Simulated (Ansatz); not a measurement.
La:
```cif
data_La4
_chemical_formula_sum 'La4'
_space_group_name_H-M_alt 'P63/mmc'
_space_group_IT_number 194
_space_group_name_Hall '-P 6c 2c'
_cell_length_a 3.66231
_cell_length_b 3.66231
_cell_length_c 11.79608
_cell_angle_alpha 90.000
_cell_angle_beta 90.000
_cell_angle_gamma 120.000
loop_
_atom_site_label
_atom_site_type_symbol
_atom_site_symmetry_multiplicity
_atom_site_Wyckoff_symbol
_atom_site_fract_x
_atom_site_fract_y
_atom_site_fract_z
_atom_site_occupancy
La1 La 2 a 0.00000 0.00000 0.00000 1
La2 La 2 c 0.33333 0.66667 0.25000 1
```

Relaxed at zero pressure with plane-wave PAW PBE+D3(BJ) (Ansatz code).

The volume is raised by 9 % and shape and atoms relax at that volume. What pressure results, and how do the axes share the change?

-2.0 GPa; a 3.0 %, b 3.0 %, c 2.8 %; the energy rises by 20 meV/atom.

Give the new structure.


Space group P6₃/mmc (No. 194); a = b = 3.7707 Å, c = 12.1289 Å, α = β = 90.00°, γ = 120.00°

```csv
atom,site,symmetry,x,y,z
La,2a,-3m.,0.0000,0.0000,0.0000
La,2c,-6m2,0.3333,0.6667,0.2500
```

The phase is kept; no other phase was compared at this pressure.

Space group P6_3/mmc (dhcp (α-La type)). The cell was relaxed with PBE+D3(BJ) under the symmetry of its start. The pairwise dispersion correction was not fitted to metals. Axis ratios of metals converge slowly with the k-mesh, so a and c are less sure than the volume. Scalar-relativistic: spin–orbit coupling is off unless named, which matters more the heavier the elements.

Potentials: the later of the program's two PAW sets.
